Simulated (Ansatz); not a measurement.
**Trial structures of Ta2SiOF2: starts and ends**

Method: DFT PBE, scalar-relativistic, plane waves, PAW (Ansatz). All cells share a 420 eV cutoff and Γ-centred k meshes spaced at most about 0.3 Å⁻¹ (about 0.25 or finer for metals, 2π included). Collinear spin in cells that started with moments and kept them past the coarse steps, no spin elsewhere.

Each guess was relaxed in cell and atoms at zero pressure, within the symmetry of its start. Temperature and zero-point effects are left out. Coordination counts F or O atoms around Si and Ta (for each partner element, those within 1.25 times its shortest distance or 1.15 times the sum of covalent radii, where it is the nearest in units of that sum or under 1.3; a plus sign parts groups by distance over the sum of covalent radii; the shortest distance is added where it exceeds 1.18 times the sum of covalent radii).

```tsv
guess	made from	start group	V start (Å³/atom)	end group	V end (Å³/atom)	coordination at the end	gap on mesh (eV)	largest moment (μB)	E over the lowest end (meV/atom)
1	Nb2CuCS2 type	P3m1	11.5	P3m1	16.7	Ta 3, Si 3 from 2.2 Å	0	-	0
2	CeAlCu2Ni2 type	Cmmm	13.0	?	?	?	?	?	?
3	Nd2FeSi2Ru type	P-4m2	14.5	P4/mmm	15.5	Ta 4, Si 8 from 3.1 Å	0	-	108
4	SrEuP2Pt2 type	P-3m1	13.4	P-3m1	12.5	Ta 3+3, Si 6 from 2.8 Å	0	-	541
5	LaGdCl2O2 type	P4mm	11.4	P4mm	16.6	Ta 2+2, Si 1	0	-	157
```

Guess 2 as it starts:

Space group Cmmm (No. 65). a = 4.881 Å, b = 8.126 Å, c = 3.932 Å, α = 90.00°, β = 90.00°, γ = 90.00°
| atom | site | symmetry | x | y | z |
| --- | --- | --- | --- | --- | --- |
| Ta | 4f | ..2/m | 0.2500 | 0.7500 | 0.5000 |
| Si | 2c | mmm | 0.5000 | 0.0000 | 0.5000 |
| O | 2a | mmm | 0.0000 | 0.0000 | 0.0000 |
| F | 4i | m2m | 0.5000 | 0.8358 | 0.0000 |

Question: Fill in the missing row: what does this guess relax into, and where does it rank?

Answer: It ends in space group Cmmm (No. 65), with a = 5.255 Å, b = 9.054 Å, c = 3.785 Å, 15.0 Å³/atom and no gap, with moments up to 0.2 μB. It lies 1.36 eV/atom over the lowest end, above guess 4 and so the highest of the set. The shortest distance is 2.31 Å (Ta–F) in this end and 2.05 Å (Ta–O) in the lowest (guess 1).

```
Ta Si O F
1.0
     2.62766   -4.52723    0.00000
     2.62766    4.52723    0.00000
     0.00000    0.00000    3.78451
Ta Si O F
2 1 1 2
Direct
  0.50000 0.00000 0.50000
  0.00000 0.50000 0.50000
  0.50000 0.50000 0.50000
  0.00000 0.00000 0.00000
  0.72631 0.27369 0.00000
  0.27369 0.72631 0.00000
```

Energies over the elements count from the elements' standard structures at the same level (F₂, O₂ as molecules), with no fitted energy shifts.

Question: Is the lowest end bound against the elements?

Answer: Yes: its formation energy is −1.38 eV/atom. Whether it is stable depends on the other phases of the system, which aren't compared here.

Weakly bound directions are ill-defined at this level, which has no dispersion term (P3m1, P4mm), and this can change margins and order among such cells. These runs have no spin–orbit coupling, which can matter for Ta. A magnetic state wasn't ruled out in cells without spin, among them P4/mmm. Another magnetic order may lie lower. Cells relaxed within their symmetry can be saddle points. A lower structure may well exist outside this small set. Some structure types and database cells were kept out of the candidates from the start, so a known form may be missing.
